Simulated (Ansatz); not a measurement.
Relaxed-ion elastic tensor of B$_{2}$Ru in space group Pmmn (No. 59; B on 4e, Ru on 2a) in GPa (Voigt order), the program Ansatz at the PBEsol level (PAW); density 7.68 g/cm³, 8.84 Å³ per atom.

```
475  202  136  0.0  0.0  0.0
202  542  160  0.0  0.0  0.0
136  160  744  0.0  0.0  0.0
0.0  0.0  0.0  229  0.0  0.0
0.0  0.0  0.0  0.0  103  0.0
0.0  0.0  0.0  0.0  0.0  180
```

Is the crystal mechanically stable?

Yes: the smallest eigenvalue of C is 103 GPa.

Work out the Voigt, Reuss and Hill averages.

K_V = 306, K_R = 300, K_H = 303; G_V = 187, G_R = 167, G_H = 177 GPa.

Give Young's modulus, Poisson's ratio, Pugh's ratio and the universal anisotropy index.

E = 9KG/(3K + G) = 443 GPa; ν = 0.26; K/G = 1.72 (near the Pugh limit of 1.75, no verdict); A_U = 5G_V/G_R + K_V/K_R − 6 = 0.62.

Estimate the sound speeds and the Debye temperature.

v_l = √((K + 4G/3)/ρ) = 8370 m/s, v_t = √(G/ρ) = 4790 m/s, mean 5330 m/s; Θ = (h/k)(3n/4πV)^(1/3) v_m = 767 K.

Solve the Christoffel equation for the three sound speeds along x, y, z.

Eigenvalues of C_ijkl n_j n_l equal ρv². In km/s, slowest first: x 3.66, 4.84, 7.86; y 4.84, 5.46, 8.40; z 3.66, 5.46, 9.84.

How much does each axis shrink under pressure?

Linear compressibilities β_i = Σ_j S_ij (j = 1 to 3): x 1.4, y 1.1, z 0.86 per TPa.

The workflow started from a Materials Project entry (that database holds measured and hypothetical structures alike); the Crystallography Open Database files this formula in space group No. 59, but the cells were not matched. Whether it is the stable phase at ambient conditions was not checked. Symmetry was held in the PBEsol relaxation; whether a distortion lowers the energy is not shown. The run is not spin-polarised. As this level gives no gap, shear constants depend on the k-mesh and smearing (Fermi–Dirac, 0.1 eV here).

Potentials: the later of the program's two PAW sets.
